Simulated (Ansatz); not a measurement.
All numbers below come from Ansatz 0.2.0, DFT PBE, scalar-relativistic, plane waves, PAW. Settings: cutoff 420 eV, Γ-centred meshes spaced at most about 0.3 Å⁻¹, and about 0.25 Å⁻¹ or finer for metals (2π included), Gaussian smearing. No spin polarisation in the final relaxations.

All energies are static (0 K, no zero-point motion).

Compare these two cells of BeZn4O, each relaxed at this level.

A.

```
CELL_PARAMETERS angstrom
4.20754 0.00000 0.00000
-2.10377 3.64384 0.00000
0.00000 0.00000 5.50224
ATOMIC_POSITIONS crystal
Be 0.00000 0.00000 0.00000
Zn 0.33333 0.66667 0.00000
Zn 0.66667 0.33333 0.00000
Zn 0.33333 0.66667 0.50000
Zn 0.66667 0.33333 0.50000
O 0.00000 0.00000 0.50000
```

B.

```
CELL_PARAMETERS angstrom
3.84217 0.00000 0.00000
0.00000 3.84217 0.00000
0.00000 0.00000 5.59357
ATOMIC_POSITIONS crystal
Be 0.50000 0.50000 0.00000
Zn 0.00000 0.50000 0.72484
Zn 0.50000 0.00000 0.27516
Zn 0.00000 0.50000 0.27516
Zn 0.50000 0.00000 0.72484
O 0.00000 0.00000 0.00000
```

Task: Which would you expect to be lower, and how large is the difference?

Result: B is lower, by 43 meV/atom. A has space group P6/mmm (No. 191), 14.1 Å³/atom and no gap on its mesh; B has space group P4/mmm (No. 123), 13.8 Å³/atom and no gap. Counting Be or Zn atoms around O (for each partner element, those within 1.25 times its shortest distance or 1.15 times the sum of covalent radii, where it is the nearest in units of that sum or under 1.3; the shortest distance is added where it is long for a bond), A has O 6 from 2.4 Å and B has O 8 from 2.5 Å. Even the lower one lies +0.14 eV/atom against the reference forms of the elements (uncorrected), a margin that errors in the energy of the gaseous reference can exceed. In A, Be is surrounded by 6 Zn at 2.43 Å and 2 O at 2.75 Å; around Zn on its first site lie 3 Be at 2.43 Å, 3 Zn at 2.43 Å and 2 Zn at 2.75 Å; O is surrounded by 6 Zn at 2.43 Å and 2 Be at 2.75 Å; 1 more site not described. In B, Be is surrounded by 8 Zn at 2.46 Å and 4 O at 2.72 Å; Zn has 2 Be at 2.46 Å, 2 O at 2.46 Å, 1 Zn at 2.52 Å, 4 Zn at 2.72 Å and 1 Zn at 3.08 Å; around O lie 8 Zn at 2.46 Å and 4 Be at 2.72 Å. Both come from invented guesses. A third cell relaxed alike, in P4/mmm, lies 223 meV/atom below the lower of the two.

Cells relaxed within their symmetry can be saddle points.
